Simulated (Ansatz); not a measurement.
Relaxed-ion elastic tensor of AlP (CsCl type, Pm-3m) in GPa (Voigt order), PBE in the plane-wave PAW code Ansatz; density 3.17 g/cm³, 15.17 Å³ per atom.

```
      1     2     3     4     5     6
-  ----  ----  ----  ----  ----  ----
1  75.6   101   101   0.0   0.0   0.0
2   101  75.6   101   0.0   0.0   0.0
3   101   101  75.6   0.0   0.0   0.0
4   0.0   0.0   0.0  12.6   0.0   0.0
5   0.0   0.0   0.0   0.0  12.6   0.0
6   0.0   0.0   0.0   0.0   0.0  12.6
```

Q: Is the crystal mechanically stable?

A: No: the smallest eigenvalue of C is -25.8 GPa.

A made-up cell: these elements were put on the sites of a structure type; neither database checked (COD, Materials Project) lists it. It is not the phase usual at ambient conditions (space group No. 216). Symmetry was held in the PBE relaxation. At this level the phase is mechanically unstable. As this level gives no gap, shear constants depend on the k-mesh and smearing (Fermi–Dirac, 0.1 eV here).

Potentials: the later of the program's two PAW sets.
